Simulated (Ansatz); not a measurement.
MgCo4Ge6:
```cif
data_Co4Ge6Mg
_chemical_formula_sum 'Mg1 Co4 Ge6'
_space_group_name_H-M_alt 'P 1'
_space_group_IT_number 1
_cell_length_a 6.09160
_cell_length_b 6.09160
_cell_length_c 6.09160
_cell_angle_alpha 119.875
_cell_angle_beta 119.875
_cell_angle_gamma 90.216
loop_
_space_group_symop_operation_xyz
  'x, y, z'
loop_
_atom_site_label
_atom_site_type_symbol
_atom_site_fract_x
_atom_site_fract_y
_atom_site_fract_z
_atom_site_occupancy
Mg1 Mg 0.00000 0.00000 0.00000 1
Co1 Co 0.39774 0.39774 0.63819 1
Co2 Co 0.60226 0.24044 0.00000 1
Co3 Co 0.75956 0.75956 0.36181 1
Co4 Co 0.24044 0.60226 0.00000 1
Ge1 Ge 0.46014 0.46014 0.33160 1
Ge2 Ge 0.53986 0.87145 0.00000 1
Ge3 Ge 0.12855 0.12855 0.66840 1
Ge4 Ge 0.87145 0.53986 0.00000 1
Ge5 Ge 0.50000 0.00000 0.50000 1
Ge6 Ge 0.00000 0.50000 0.50000 1
```

Relaxed with r²SCAN.

Problem. Which orbitals make up the states near the Fermi level in the program Ansatz at the r²SCAN level (PAW)?

Solution. Within 0.5 eV of the Fermi level: Co 3d 60 %, Ge 4p 30 %, Ge 4s 5 %. Projections are on Löwdin-orthogonalised atomic valence shells; empty p or d shells of many metals are not among them.

Problem. Tabulate the density of states.

Solution. States/eV per cell of 11 atoms, in 0.25 eV bins, energy from the Fermi level.

| E (eV) | total | Co 3d | Ge 4p | Ge 4s |
|---|---|---|---|---|
| -7.85 | 3.46 | 0.62 | 0.52 | 2.22 |
| -7.60 | 0.98 | 0.22 | 0.12 | 0.62 |
| -7.35 | 0.44 | 0.12 | 0.04 | 0.28 |
| -7.10 | 0.02 | 0.00 | 0.01 | 0.00 |
| -6.85 | 0.33 | 0.02 | 0.22 | 0.02 |
| -6.60 | 0.64 | 0.05 | 0.42 | 0.05 |
| -6.35 | 2.35 | 0.26 | 1.55 | 0.16 |
| -6.10 | 3.60 | 0.52 | 2.31 | 0.28 |
| -5.85 | 2.37 | 0.42 | 1.51 | 0.18 |
| -5.60 | 3.72 | 0.79 | 2.26 | 0.31 |
| -5.35 | 3.69 | 0.87 | 2.13 | 0.34 |
| -5.10 | 5.00 | 1.37 | 2.77 | 0.45 |
| -4.85 | 5.05 | 1.63 | 2.66 | 0.39 |
| -4.60 | 3.94 | 1.38 | 2.10 | 0.22 |
| -4.35 | 6.60 | 2.62 | 3.46 | 0.24 |
| -4.10 | 6.95 | 3.10 | 3.35 | 0.21 |
| -3.85 | 5.93 | 3.04 | 2.45 | 0.21 |
| -3.60 | 7.41 | 3.82 | 2.97 | 0.26 |
| -3.35 | 8.65 | 4.77 | 3.16 | 0.33 |
| -3.10 | 7.37 | 4.32 | 2.46 | 0.27 |
| -2.85 | 8.39 | 5.43 | 2.30 | 0.24 |
| -2.60 | 13.38 | 9.74 | 2.83 | 0.26 |
| -2.35 | 15.84 | 11.87 | 3.01 | 0.31 |
| -2.10 | 13.16 | 10.50 | 1.90 | 0.30 |
| -1.85 | 20.67 | 17.19 | 2.75 | 0.18 |
| -1.60 | 19.41 | 16.51 | 2.09 | 0.20 |
| -1.35 | 15.49 | 12.74 | 1.91 | 0.22 |
| -1.10 | 7.24 | 5.41 | 1.36 | 0.14 |
| -0.85 | 4.73 | 3.33 | 0.99 | 0.14 |
| -0.60 | 2.84 | 2.04 | 0.60 | 0.08 |
| -0.35 | 2.94 | 1.97 | 0.75 | 0.09 |
| -0.10 | 2.50 | 1.46 | 0.78 | 0.11 |
| 0.15 | 3.57 | 2.22 | 1.01 | 0.18 |
| 0.40 | 5.04 | 2.76 | 1.69 | 0.36 |
| 0.65 | 5.05 | 2.45 | 1.99 | 0.39 |
| 0.90 | 5.07 | 2.25 | 1.96 | 0.60 |
| 1.15 | 6.37 | 2.55 | 2.46 | 0.94 |
| 1.40 | 5.38 | 1.89 | 2.21 | 0.77 |
| 1.65 | 3.47 | 1.05 | 1.63 | 0.46 |
| 1.90 | 4.41 | 1.25 | 1.91 | 0.68 |
| 2.15 | 4.09 | 0.95 | 1.79 | 0.63 |
| 2.40 | 5.65 | 1.30 | 2.67 | 0.83 |
| 2.65 | 3.73 | 0.79 | 1.97 | 0.46 |
| 2.90 | 6.31 | 1.19 | 3.23 | 0.71 |
| 3.15 | 4.19 | 0.70 | 2.28 | 0.41 |
| 3.40 | 4.71 | 0.74 | 2.74 | 0.37 |
| 3.65 | 4.34 | 0.61 | 2.50 | 0.32 |
| 3.90 | 4.61 | 0.58 | 2.57 | 0.31 |
| 4.15 | 5.05 | 0.57 | 2.95 | 0.29 |
| 4.40 | 4.14 | 0.43 | 2.56 | 0.20 |
| 4.65 | 3.75 | 0.36 | 2.35 | 0.16 |
| 4.90 | 4.69 | 0.42 | 2.76 | 0.20 |

Space group I-42m. The workflow started from a Materials Project entry (that database holds measured and hypothetical structures alike); the Crystallography Open Database copy checked does not list it. Whether it is the stable phase at ambient conditions was not checked. The r²SCAN relaxation kept the symmetry of its start; whether a distortion lowers the energy is not shown. The run is not spin-polarised. Scalar-relativistic: spin–orbit coupling is off unless named, which matters more the heavier the elements.

Potentials: the later of the program's two PAW sets.
